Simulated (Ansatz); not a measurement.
The calculation used DFT PBE, scalar-relativistic, plane waves, PAW (Ansatz). All cells share a 420 eV cutoff and Γ-centred k meshes spaced at most about 0.3 Å⁻¹ (about 0.25 or finer for metals, 2π included). No spin polarisation in the final relaxations.

These are static total energies at zero pressure.

Two relaxed structures of SrCl:

A.

```cif
data_structure
_symmetry_space_group_name_H-M 'Pm-3m'
_symmetry_Int_Tables_number 221
_cell_length_a 3.8833
_cell_length_b 3.8833
_cell_length_c 3.8833
_cell_angle_alpha 90.000
_cell_angle_beta 90.000
_cell_angle_gamma 90.000
_cell_volume 58.56
loop_
_atom_site_label
_atom_site_type_symbol
_atom_site_symmetry_multiplicity
_atom_site_Wyckoff_symbol
_atom_site_fract_x
_atom_site_fract_y
_atom_site_fract_z
_atom_site_occupancy
Sr1 Sr 1 a 0.00000 0.00000 0.00000 1
Cl1 Cl 1 b 0.50000 0.50000 0.50000 1
```

B.

```cif
data_structure
_symmetry_space_group_name_H-M 'F-43m'
_symmetry_Int_Tables_number 216
_cell_length_a 6.8715
_cell_length_b 6.8715
_cell_length_c 6.8715
_cell_angle_alpha 90.000
_cell_angle_beta 90.000
_cell_angle_gamma 90.000
_cell_volume 324.45
loop_
_atom_site_label
_atom_site_type_symbol
_atom_site_symmetry_multiplicity
_atom_site_Wyckoff_symbol
_atom_site_fract_x
_atom_site_fract_y
_atom_site_fract_z
_atom_site_occupancy
Sr1 Sr 4 a 0.00000 0.00000 0.00000 1
Cl1 Cl 4 d 0.25000 0.25000 0.75000 1
```

**Question.** Which form is favoured at zero pressure, and by what margin per atom?

**Answer.** B is lower, by 263 meV/atom. A has the caesium chloride type, space group Pm-3m (No. 221), 29.3 Å³/atom and no gap on its mesh; B has the zinc blende type, space group F-43m (No. 216), 40.6 Å³/atom and no gap. Counting Cl atoms around Sr (those within 1.25 times the shortest such distance or 1.15 times the sum of covalent radii, 1.27 where that leaves under three), A has Sr 8 and B has Sr 4. The lower one is the more open, so pressure narrows the difference. In A, Sr is surrounded by 8 Cl at 3.36 Å and 6 Sr at 3.88 Å; Cl has 8 Sr at 3.36 Å and 6 Cl at 3.88 Å. In B, Sr is surrounded by 4 Cl at 2.98 Å; around Cl lie 4 Sr at 2.98 Å. Both come from invented guesses.

In Pm-3m, F-43m an odd number of electrons in the primitive cell allows no gap without spin; a larger cell or a magnetic state could open one. A magnetic state wasn't ruled out in cells without spin, among them Pm-3m, F-43m. Cells relaxed within their symmetry can be saddle points.
